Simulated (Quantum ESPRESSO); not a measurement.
## One change at a time to Cu4MoRuTi2

Calculated results; nothing here was measured. They come from Quantum ESPRESSO 7.5, a public plane-wave density functional program. Each row is one single-point run on a made-up periodic cell of eight metal atoms, with elements, volume, strain and displacements drawn at random and not relaxed, so a cell may be unstable or far from any real phase. There is no spin polarisation or spin-orbit coupling.

Settings: PBE unless stated; PseudoDojo standard norm-conserving files; Fermi-Dirac width 0.25 eV, which means electrons at about 2900 K; cutoff 1252 eV; 9 x 5 x 3 k mesh shifted half a step off Gamma. E is the free energy of the whole cell (internal energy minus TS), so a -TS column is already part of it. Stress is positive in tension, and the pressure P is minus a third of its trace.

Checks: one run of this series was repeated at a higher cutoff and on a denser mesh, which moved values by no more than 0.016 eV, 0.23 GPa and 0.014 eV/Å, and a second program with other atomic files agreed on it to 2 % rms in force and 0.5 GPa in pressure. Known limits: the copper pseudopotential is less sure than most, with forces differing by about three percent and pressure by about two GPa from a second method on plain copper; heavy elements are run without spin-orbit coupling, which real alloys of them have; a spin test at this wide smearing found no moment, but such smearing suppresses magnetism that the real alloy may have.

The lattice is hexagonal close-packed, and the cell vectors in Å are (-2.647, 0.000, 0.000); (0.000, 0.000, -4.432); (0.000, -9.170, 0.000), a volume of 107.59 Å³ in run 1. The elements on sites 1 to 8 are Ti Cu Cu Cu Ti Cu Ru Mo. Each later run makes one change to run 1 and keeps the rest. E is counted from run 1, and is n/a where other atomic files have another zero of energy.

```
run                           change  V (Å³)  P (GPa)  -TS (eV)  rms force (eV/Å)  largest change of a force component (eV/Å)  E (eV)
  1                             none  107.59     6.95    -1.362             0.474                                       0.000   0.000
  2          sites 1 and 8 exchanged  107.59     7.69    -1.327             0.462                                       0.264  -0.279
  3    all lengths scaled by -0.68 %  105.41    11.00    -1.329             0.512                                       0.096   0.122
  4           PBEsol in place of PBE  107.59    -0.81    -1.360             0.448                                       0.083     n/a
  5                     Ir on site 6  107.59    12.15    -1.357             0.621                                       0.921     n/a
  6  site 2 moved by +0.12 Å along z  107.59     7.90    -1.362             0.698                                       1.090       ?
```

## Worked estimate

Along the move dE = -F dx. The force on site 2 along z is -0.952 eV/Å in run 1 and -2.042 eV/Å in run 6, and the move is +0.12 Å, so the mean force times the move gives an estimate.

## Withheld value

Question: what E should run 6 give?

The estimate is 0.180 eV. The calculation gave 0.177 eV.
